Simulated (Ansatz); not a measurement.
# GaP4: relaxation step by step

The guess for GaP4 was made by a generator: random cell by space group and Wyckoff sites (F-43m, No. 216). The dimensions are guesses.

```xyz
5
Lattice="0.0000 3.9103 3.9103 3.9103 0.0000 3.9103 3.9103 3.9103 0.0000" Properties=species:S:1:pos:R:3 pbc="T T T"
Ga    3.9103    3.9103    3.9103
P     2.6722    2.6722    2.6722
P     5.1484    5.1484    2.6722
P     5.1484    2.6722    5.1484
P     2.6722    5.1484    5.1484
```

All numbers below come from DFT PBE, scalar-relativistic, plane waves, PAW in Ansatz 0.2.0. Cutoff 420 eV, Gaussian smearing, Γ-centred meshes. Cell and atoms relax first on a coarse mesh and then on a finer one. In between, the cell is made exact in the group found at 0.06 Å. In metals the finer mesh still leaves noise of several meV/atom or more. The steps can't lower the symmetry of their start. No spin polarisation.

Steps on the 4×4×4 mesh (5 atoms, 11 steps). The free energy counts from the last step; some steps are skipped; the plane-wave basis is renewed at times, which shifts energy and pressure.

| step | ΔF (meV/atom) | V (Å³/atom) | P (GPa) | largest force component (eV/Å) |
| --- | --- | --- | --- | --- |
| 1 | 1024.6 | 23.92 | 30.60 | 3.127 |
| 2 | 462.7 | 27.59 | 13.82 | 0.543 |
| 3 | 231.8 | 31.62 | 5.86 | 0.013 |
| 4 | 132.8 | 36.03 | 1.18 | 0.325 |
| 5 | 107.2 | 38.79 | -0.22 | 0.264 |
| 7 | 102.4 | 39.70 | 0.00 | 0.006 |
| 8 | 44.6 | 39.70 | 1.84 | 0.001 |
| 9 | 12.5 | 43.76 | 0.69 | 0.044 |
| 10 | 2.5 | 48.48 | -0.08 | 0.032 |
| 11 | 0.0 | 48.48 | 0.00 | 0.034 |

The relaxed structure, after a last relaxation on the converged mesh:

```xyz
5
Lattice="0.0000 4.9513 4.9513 4.9513 0.0000 4.9513 4.9513 4.9513 0.0000" Properties=species:S:1:pos:R:3 pbc="T T T"
Ga    4.9513    4.9513    4.9513
P     3.2694    1.6819    1.6819
P     1.6819    3.2694    1.6819
P     1.6819    1.6819    3.2694
P     3.2694    3.2694    3.2694
```

The symmetry stays F-43m (No. 216). The volume per atom grows by 103.0 %, from 23.9 to 48.6 Å³. The shortest distance goes from 2.03 Å (P–P) to 2.25 Å (P–P). The energy falls by about 1.0 eV/atom (the start's value is from the coarse mesh). The end is written in a standard setting, so origin, axes and order of atoms can differ from the start's. Around Ga lie 4 P at 2.91 Å; P has 3 P at 2.25 Å and 1 Ga at 2.91 Å.

| Property | Result |
| --- | --- |
| Volume per atom | 48.55 Å³ |
| Density | 1.32 g/cm³ |
| Formation energy | +0.46 eV/atom |
| Gap on the 8×8×8 mesh of the 5-atom cell | 0 eV (a metal) |

Energies over the elements count from the elements' standard structures at the same level, with no fitted energy shifts. The references include black phosphorus.

The last run used Gaussian smearing of 0.10 eV. An odd number of electrons in the primitive cell allows no gap without spin; a larger cell or a magnetic state could open one. The cell is a metal run without spin; a magnetic state may lie lower. The reference form of P is held partly by dispersion forces, which this level lacks. A structure relaxed within its symmetry needn't be a true minimum. In all, the 3 runs took 27 s on 1 thread of AMD EPYC 9R45 96-Core Processor (Zen 5), with other jobs on the host.
